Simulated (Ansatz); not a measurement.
Notes on TiBr2

```yaml
crystal:
  lattice:
    - [3.65552, 0.00000, 0.00000]
    - [-1.82776, 3.16577, 0.00000]
    - [0.00000, 0.00000, 13.07886]
  atoms:
    - { symbol: Br, position: [0.33330, 0.66670, 0.12500] }
    - { symbol: Br, position: [0.33330, 0.66670, 0.62500] }
    - { symbol: Br, position: [0.66670, 0.33330, 0.37500] }
    - { symbol: Br, position: [0.66670, 0.33330, 0.87500] }
    - { symbol: Ti, position: [0.00000, 0.00000, 0.00000] }
    - { symbol: Ti, position: [0.00000, 0.00000, 0.50000] }
```

Method: PBEsol, with U_eff = 6.28 eV on Ti d (all-electron-ortho-atomic projectors), non-collinear spin; PAW, plane waves to 420 eV, 7×7×2 Γ-centred mesh, methfessel-paxton occupations (width 0.0279 eV) (Ansatz 0.2.0), atoms fixed.

Magnetic state (reached from a saved solution, and it need not be the lowest): Ti5 along (0.00, 0.00, 1.00), Ti6 along (0.00, 0.00, 1.00).

**Question.** What is the character of the valence top and the conduction bottom?

**Answer.** Within 0.7 eV of the edges, the states project mainly on Br p (51 %) and Ti d (49 %) below the gap and on Ti d (79 %) above it.

**Question.** Give the spin moments.

**Answer.** Ti5 1.80, Ti6 1.80 μB of spin moment in Bader basins; net size 4.00 μB a cell.

**Question.** Which atom feels the largest force, and which way?

**Answer.** The largest is on Br1 (and as large on other atoms): 0.30 eV/Å, components (0.00, 0.00, 0.30). It makes 128° with the line to a nearest neighbour, Ti5 at 2.67 Å.

**Question.** Metal or insulator? Give the gap.

**Answer.** The gap is 3.88 eV, indirect (the least direct gap found is 4.38 eV). A semilocal functional usually gives too small a gap.

Origin: a database entry at a rescaled volume.
